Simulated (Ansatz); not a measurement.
## Calculated electric field gradients for WC at a changed volume

The cell is a structure deposited in the COD, relaxed with PBE at fixed cell and then changed (volume scaled by 1.04, ions relaxed).

```
CELL_PARAMETERS angstrom
2.93634 0.00000 0.00000
-1.46817 2.54294 0.00000
0.00000 0.00000 2.86866
ATOMIC_POSITIONS crystal
W 0.00000 0.00000 0.00000
C 0.66667 0.33333 0.50000
```

Atom numbers follow the list; atoms alike are taken as one site, whose name carries the number of the first.

Level of theory: DFT, PBE, plane waves and PAW, scalar-relativistic, collinear spin, 420 eV cutoff, Γ-centred 18×18×16 k-points, Fermi–Dirac smearing 0.05 eV (Ansatz 0.2.0). Start moments as typed (μB): 2 on each W, none on the rest.

C_Q = eQV_zz/h, which is 24.18 MHz for Q = 1 b and V_zz = 10²¹ V/m²; η = (V_xx − V_yy)/V_zz. Directions are in the Cartesian axes of the cell vectors above, for the atom listed; none is given where the gradient is under 0.02 or η is above 0.95.

```json
{"site": "W", "first atom": "1", "first shell": "6 C at 2.22 Å", "V_zz (10²¹ V/m²)": "-12.04", "η": "0.00", "direction of V_zz (x, y, z)": "0.00 0.00 1.00"}
{"site": "C", "first atom": "2", "first shell": "6 W at 2.22 Å", "V_zz (10²¹ V/m²)": "0.045", "η": "0.00", "direction of V_zz (x, y, z)": "0.00 0.00 1.00"}
```

An axis of threefold or higher order runs through W and C, so V_zz lies along it and η is zero.

With no gap above 0.1 eV, as in a metal, the gradients converge slowly in k; expect changes of a tenth or more on a denser mesh. Without spin–orbit coupling the gradients at and beside W can be off by some per cent, at some sites by more. At this changed cell the PBE pressure is -7 GPa. The start moments die out, and the run ends without spin.
